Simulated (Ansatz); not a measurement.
TiO₂:
Space group Pbcn (No. 60); a = 4.4984 Å, b = 5.4398 Å, c = 4.8412 Å, α = β = γ = 90.00°

```
atom  site  symmetry       x       y       z
----  ----  --------  ------  ------  ------
Ti      4c       .2.  0.0000  0.1740  0.7500
O       8d         1  0.2284  0.1177  0.4186
```

Relaxed with LDA.

Problem. Which orbitals make up the states near the band edges in the program Ansatz at the LDA level (PAW)?

Solution. Top 1 eV of the valence band: O 2p 90 %, Ti 3d 8 %. Bottom 1 eV of the conduction band: Ti 3d 88 %, O 2p 9 %. Projections are on Löwdin-orthogonalised atomic valence shells; empty p or d shells of many metals are not among them.

Problem. Tabulate the density of states.

Solution. States/eV per cell of 12 atoms, in 0.25 eV bins, energy from the valence-band maximum.

```
E (eV)  total   O 2p  Ti 3d  O 2s
------  -----  -----  -----  ----
-5.45    0.00   0.00   0.00  0.00
-5.20    0.43   0.29   0.11  0.00
-4.95    6.23   4.23   1.56  0.03
-4.70   10.62   7.30   2.69  0.06
-4.45   14.92  10.47   3.77  0.06
-4.20   12.07   8.65   2.87  0.06
-3.95   10.20   7.24   2.60  0.05
-3.70    8.10   5.69   2.17  0.04
-3.45    6.61   4.87   1.48  0.07
-3.20   10.11   7.58   2.05  0.13
-2.95    6.09   4.65   1.14  0.08
-2.70    9.01   7.03   1.53  0.14
-2.45    9.37   7.45   1.50  0.12
-2.20    9.31   7.61   1.29  0.12
-1.95   10.26   8.57   1.28  0.12
-1.70    9.93   8.53   1.05  0.10
-1.45   11.71  10.18   1.17  0.09
-1.20   10.22   8.91   1.05  0.07
-0.95    8.95   7.95   0.81  0.05
-0.70   10.38   9.24   0.96  0.05
-0.45   10.90   9.89   0.86  0.03
-0.20    6.41   5.97   0.37  0.01
0.05     0.15   0.14   0.01  0.00
0.30     0.00   0.00   0.00  0.00
0.55     0.00   0.00   0.00  0.00
0.80     0.00   0.00   0.00  0.00
1.05     0.00   0.00   0.00  0.00
1.30     0.00   0.00   0.00  0.00
1.55     0.00   0.00   0.00  0.00
1.80     0.00   0.00   0.00  0.00
2.05     0.00   0.00   0.00  0.00
2.30     0.00   0.00   0.00  0.00
2.55     0.00   0.00   0.00  0.00
2.80     9.83   0.64   8.95  0.09
3.05    13.93   1.02  12.58  0.12
3.30    12.48   1.23  10.97  0.10
3.55    10.35   1.45   8.65  0.09
3.80    14.88   2.58  11.89  0.14
4.05    12.83   2.64   9.82  0.12
4.30    10.59   2.45   7.77  0.07
4.55     7.79   1.92   5.51  0.05
4.80     3.22   0.86   2.19  0.02
5.05     0.09   0.03   0.06  0.00
5.30     0.00   0.00   0.00  0.00
5.55     2.21   0.20   1.61  0.31
5.80     6.66   0.79   4.76  0.85
6.05     7.11   1.17   4.92  0.75
6.30     6.05   1.24   4.08  0.53
6.55     7.19   1.68   4.74  0.52
6.80     5.40   1.45   3.48  0.29
7.05     9.50   2.88   5.97  0.33
7.30    11.28   3.77   6.96  0.18
7.55     8.36   2.96   5.11  0.06
```

This is a known high-pressure phase of the composition, computed here at zero pressure and temperature. Symmetry was held in the LDA relaxation; of distortions, only those at the zone centre were tested. The run is not spin-polarised.

Potentials: the later of the program's two PAW sets.
